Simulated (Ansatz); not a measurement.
Computed with DFT PBE, scalar-relativistic, plane waves, PAW in Ansatz 0.2.0. Cutoff 420 eV, Γ-centred meshes of about 0.25 Å⁻¹ or finer for metals and 0.3 Å⁻¹ for insulators (2π included), Gaussian smearing. No spin polarisation.

Relaxed forms of CaTl4O3:

Cell 1.

```
CELL_PARAMETERS angstrom
1.77265 1.02344 16.29071
-1.77265 1.02344 16.29071
0.00000 -2.04688 16.29071
ATOMIC_POSITIONS crystal
Ca 0.50000 0.50000 0.50000
Tl 0.10762 0.10762 0.10762
Tl 0.89238 0.89238 0.89238
Tl 0.30183 0.30183 0.30183
Tl 0.69817 0.69817 0.69817
O 0.19305 0.19305 0.19305
O 0.80695 0.80695 0.80695
O 0.00000 0.00000 0.00000
```

Cell 2.

```
CELL_PARAMETERS angstrom
5.60106 0.00000 0.00000
0.00000 5.60106 0.00000
0.00000 0.00000 5.60106
ATOMIC_POSITIONS crystal
Ca 0.00000 0.00000 0.00000
Tl 0.30037 0.30037 0.30037
Tl 0.69963 0.69963 0.30037
Tl 0.30037 0.69963 0.69963
Tl 0.69963 0.30037 0.69963
O 0.00000 0.50000 0.00000
O 0.00000 0.00000 0.50000
O 0.50000 0.00000 0.00000
```

Cell 3.

```
CELL_PARAMETERS angstrom
8.11050 0.00000 0.00000
-4.05525 7.02390 0.00000
0.00000 0.00000 3.72673
ATOMIC_POSITIONS crystal
Ca 0.66667 0.33333 0.00000
Tl 0.20515 0.26089 0.50000
Tl 0.73911 0.94426 0.50000
Tl 0.05574 0.79485 0.50000
Tl 0.33333 0.66667 0.00000
O 0.63903 0.05152 0.00000
O 0.94848 0.58751 0.00000
O 0.41249 0.36097 0.00000
```

Q: How do gap and energy differ between these forms?

A: Gaps on the mesh: 0.96 eV for cell 1, 0.47 eV for cell 2, none for cell 3. Lowest in energy is cell 1; cell 3 lies 295 meV/atom higher and cell 2 lies 480 meV/atom higher. The lowest form also has the widest gap. Counting O atoms around Ca and Tl (those within 1.25 times the shortest such distance or 1.15 times the sum of covalent radii; the shortest distance is added where it is long for a bond; a slash parts the counts of unlike sites): cell 1 (R-3m, 22.2 Å³/atom) has Ca 6, Tl 3 from 2.6 Å; cell 2 (P-43m, 22.0 Å³/atom) has Ca 6, Tl 3 from 2.6 Å; cell 3 (P-6, 26.5 Å³/atom) has Ca 3, Tl 2/3 from 2.9 Å.

Gaps are read on each cell's k mesh and can be smaller between its points; Kohn–Sham gaps at this level usually fall short of measured ones, and a small gap can close altogether. No dispersion correction is applied, so the spacing and binding between layers, chains or molecules are poorly described (R-3m), and this can change margins and order among such cells. These runs have no spin–orbit coupling, which can matter for Tl. The zero gap of P-6 may come from the functional, which often closes small gaps. With atoms moved at random, cell 1 came back. Cell 2 and cell 3 had no clear such test and can be saddle points. Some candidate types were left out of the draw beforehand, so a known form may be missing.
